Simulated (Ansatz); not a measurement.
Relaxed PbSe (rock salt):

```yaml
crystal:
  lattice:
    - [0.00000, 6.21775, 6.21775]
    - [3.10888, 0.00000, 3.10888]
    - [3.10888, 3.10888, 0.00000]
  atoms:
    - { symbol: Se, position: [0.00000, 0.00000, 0.00000] }
    - { symbol: Se, position: [0.50000, 0.00000, 0.00000] }
    - { symbol: Pb, position: [0.25000, 0.50000, 0.50000] }
    - { symbol: Pb, position: [0.75000, 0.50000, 0.50000] }
```

A phonon eigenvector at L = (0.5, 0.0, 0.0) is frozen into this cell: atom i moves by Q times the vector below, so Q is the largest atomic displacement, in Å. The cell is held. (q is in reciprocal vectors of the primitive cell; the cell shown is doubled to hold the pattern.)

```
atom       x       y       z
----  ------  ------  ------
Se1   -0.577   0.577   0.577
Se2    0.577  -0.577  -0.577
```

Atoms not listed stay in place.

All values below come from PBE (plane waves to 420 eV, PAW, scalar-relativistic; Ansatz, a first-principles code). k mesh 9×9×9 (Γ-centred), Fermi-Dirac smearing 0.05 eV. The energy includes the smearing's −TS. PbSe was relaxed with its symmetry unable to fall. Spin-orbit coupling is left out, though Pb is heavy. ΔE is measured from the undisplaced structure.

```tsv
Q (Å)	ΔE (meV/cell)
-0.180	176.7
-0.120	78.7
-0.060	19.7
0.000	0.0
0.060	19.7
0.120	78.7
0.180	176.7
```

Task: Which DFPT wavenumber at L = (0.5, 0.0, 0.0) belongs to this mode?
(A) 50 cm⁻¹
(B) 137 cm⁻¹
(C) 96 cm⁻¹

Result: B, 137 cm⁻¹. The curvature of the scan gives 137 cm⁻¹

(A displaced cell: forces are minus the slopes of the energy, force constants its curvatures, and phonons follow from these.)
